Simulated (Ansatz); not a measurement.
Ni (fcc, Cu type)

```xyz
1
Lattice="0.0000 1.7594 1.7594 1.7594 0.0000 1.7594 1.7594 1.7594 0.0000" Properties=species:S:1:pos:R:3 pbc="T T T"
Ni     0.0000     0.0000     0.0000
```

The slice is a {111} plane (indices of the conventional cell) through the point (0.000, 0.000, 0.000) (fractional), spanned by u = [100] and v = [-1 2 0] in vectors of this cell: u (2.49 Å) and v (4.31 Å, at 90° to u). It covers one period; positions are fractions (u, v).

Level of theory: PBE (plane waves to 420 eV, PAW, scalar-relativistic; Ansatz, a program for electronic structure). k mesh 23×23×23. Inside the PAW spheres the values are not all-electron values, and peaks at nuclei hang on which shells count as valence. Ni was relaxed with its symmetry unable to fall. Relaxed Ni ends ferromagnetic. The PAW data are Ansatz's earlier set. The magnetic order is the one the run started from; other orders were not tried.

**Question.** What is the valence density on the shortest Ni–Ni line in this plane (2.49 Å), at its midpoint?

**Answer.** 0.31 e/Å³.

**Question.** What is the ELF at the midpoint of the shortest Ni–Ni line in this plane (2.49 Å)?

**Answer.** 0.25.

**Question.** Sketch the valence electron density on this plane as a map.

**Answer.** 
```
|9988775533110000001133557788|
|7777664422110000001122446677|
|5555442211000000000011224455|
|3333221100000000000000112233|
|1111110000000000000000001111|
|0000000000000000000000000000|
|0000000000111111111100000000|
|0000000011223333332211000000|
|0000001122445555554422110000|
|0000112244667777776644221100|
|0000113355778899887755331100|
|0000113355779999997755331100|
|0000113355778899887755331100|
|0000112244667777776644221100|
|0000001122445555554422110000|
|0000000011223333332211000000|
|0000000000111111111100000000|
|0000000000000000000000000000|
|1111110000000000000000001111|
|3333221100000000000000112233|
|5555442211000000000011224455|
|7777664422110000001122446677|
|9988775533110000001133557788|
|9999775533110000001133557799|
```
Scale: ten equal steps from -0.58 (start of '0') to 1.81 (end of '9'), in the order '0123456789'. Values: log₁₀ of the valence density in e/Å³. The map has 14 points along u (two characters each, u = 0 at the left) and 24 along v (v = 0 in the bottom row). The scale is logarithmic, as a density can span decades between atoms and voids.
